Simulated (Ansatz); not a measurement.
## Property card for TiPd

TiPd:
Space group Pm-3m (No. 221); a = b = c = 3.102 Å, α = β = γ = 90.00°

```json
[
 {"atom": "Ti", "site": "1b", "symmetry": "m-3m", "x": "0.5000", "y": "0.5000", "z": "0.5000"},
 {"atom": "Pd", "site": "1a", "symmetry": "m-3m", "x": "0.0000", "y": "0.0000", "z": "0.0000"}
]
```

Space group Pm-3m (No. 221), CsCl type; conventional cell a = 3.102 Å, b = 3.102 Å, c = 3.102 Å, α = 90.00°, β = 90.00°, γ = 90.00°.

Method: LDA (plane waves, PAW; program Ansatz). Structure relaxed to zero pressure with the same functional. Other levels are named where they apply.

### Cell and energy

```json
{
  "volume_per_atom": "14.93 Å³",
  "density": "8.58 g/cm³",
  "Formation energy from the elements (no fitted shifts)": "-0.48 eV/atom"
}
```

### Electronic structure

```json
{
 "electronic_character": "metallic (no gap)",
 "Density of states at the Fermi level": "1.6 states/eV per atom (mean over ±0.08 eV)"
}
```

### Mechanics

```json
{
 "Bulk modulus (Birch–Murnaghan fit)": "184 GPa",
 "Pressure derivative B′": "4.4",
 "Elastic constants (relaxed ions, GPa)": "C11 = 151, C12 = 200, C44 = 52.6",
 "mechanical_stability": "unstable (C has a negative eigenvalue)"
}
```

### Phonons

```json
{
 "highest_zone_centre_frequency": "175 cm⁻¹",
 "zone_centre_stability": "no imaginary mode at Γ"
}
```

The workflow started from an entry of the Crystallography Open Database (COD). Its standing as an ambient phase is unchecked. Symmetry was held in the LDA relaxation. No spin polarisation was allowed. As this level gives no gap, shear constants depend on the k-mesh and smearing (Fermi–Dirac, 0.1 eV here). As this level gives no gap, phonon frequencies hold no LO–TO term and depend on the k-mesh and smearing (Fermi–Dirac, 0.1 eV here). The references are the lowest solids computed at this level, not always the standard phases. Spin–orbit coupling is left out wherever it is not named.

Potentials: the later of the program's two PAW sets.
